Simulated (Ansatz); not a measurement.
CuCl (zinc blende, F-43m), LDA (plane waves, PAW; program Ansatz). The conduction-band minimum lies at Γ, with 1 equivalent valley. Second derivatives d²E/dk² of the lowest band at one valley (eV·Å²), along Cartesian directions:

```json
[
 {"direction": "[100]", "d²E/dk²": "37.92"},
 {"direction": "[010]", "d²E/dk²": "37.92"},
 {"direction": "[001]", "d²E/dk²": "37.92"},
 {"direction": "[110]", "d²E/dk²": "37.91"},
 {"direction": "[101]", "d²E/dk²": "37.91"},
 {"direction": "[011]", "d²E/dk²": "37.91"}
]
```

Problem. Find the principal effective masses, the density-of-states mass and the conductivity mass.

Solution. Off-diagonal terms follow from H_xy = H[110] − (H_xx + H_yy)/2, and m*/mₑ = 7.620 eV·Å² over each eigenvalue: 0.20, 0.20, 0.20. One valley's DOS mass (m₁m₂m₃)^(1/3) = 0.20, conductivity mass 3/(Σ 1/mᵢ) = 0.20 mₑ.

Problem. What effective density of states Nc follows at 300 K for parabolic valleys?

Solution. Nc = 2.509e19 × 1 × (0.20)^(3/2) ≈ 2.2e18 cm⁻³.

Problem. With the computed static dielectric constant 7.35 (mean of the diagonal), estimate a hydrogenic donor's binding energy and radius.

Solution. E = 13.606 eV × 0.20/7.35² ≈ 50 meV; a = 0.529 Å × ε/m* ≈ 19 Å. Semilocal masses tend to be too small where the gap is.

Problem. With ε∞ = 5.62 and ω_LO = 217 cm⁻¹, what Fröhlich coupling constant follows?

Solution. α = (1/ε∞ − 1/ε0) √(m* × 13.606 eV/ħω_LO) = 0.42.

The cell was relaxed with LDA under the symmetry of its start; phonons on a q-mesh show no instability. The run is not spin-polarised.

Potentials: the later of the program's two PAW sets.
